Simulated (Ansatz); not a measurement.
ZnSnO3:
```
ZnSnO3
1.0
    2.63911     1.52369     4.67026
   -2.63911     1.52369     4.67026
    0.00000    -3.04738     4.67026
Zn Sn O
2 2 6
Direct
  0.71546   0.71546   0.71546
  0.21546   0.21546   0.21546
  0.99778   0.99778   0.99778
  0.49778   0.49778   0.49778
  0.39425   0.78879   0.10512
  0.78879   0.10512   0.39425
  0.10512   0.39425   0.78879
  0.60512   0.28879   0.89425
  0.89425   0.60512   0.28879
  0.28879   0.89425   0.60512
```

Relaxed with PBEsol. Special points in fractions of this cell's reciprocal vectors: Γ (0.000, 0.000, 0.000); T (0.500, 0.500, 0.500); H2 (0.762, 0.238, 0.500); H0 (0.500, -0.238, 0.238); L (0.500, 0.000, 0.000); S0 (0.369, -0.369, 0.000); S2 (0.631, 0.000, 0.369); F (0.500, 0.000, 0.500).

Q: List the band energies nearest the valence-band maximum at these points for PBEsol in the plane-wave PAW code Ansatz.

A: In eV from the valence-band maximum; about four levels below and three above (degenerate sets whole), none deeper than 8.9 eV; points with the same levels are listed once.

```json
[
 {"k": "Γ", "below": "-0.59 -0.59 0.00 0.00", "above": "1.25 5.55 6.19"},
 {"k": "T", "below": "-0.29 -0.29 -0.29 -0.29", "above": "4.29 4.29 7.11 7.11"},
 {"k": "H2", "below": "-0.67 -0.67 -0.25 -0.25", "above": "4.95 4.95 6.59 6.59"},
 {"k": "L", "below": "-0.75 -0.75 -0.26 -0.26", "above": "4.48 4.48 6.34 6.34"},
 {"k": "S0", "below": "-0.78 -0.65 -0.23 -0.19", "above": "4.71 4.96 6.42"},
 {"k": "F", "below": "-0.90 -0.71 -0.24 -0.16", "above": "4.60 5.80 6.20"}
]
```

Space group R3c. Symmetry was held in the PBEsol relaxation. Scalar-relativistic: spin–orbit coupling is off unless named, which matters more the heavier the elements.

Potentials: the later of the program's two PAW sets.
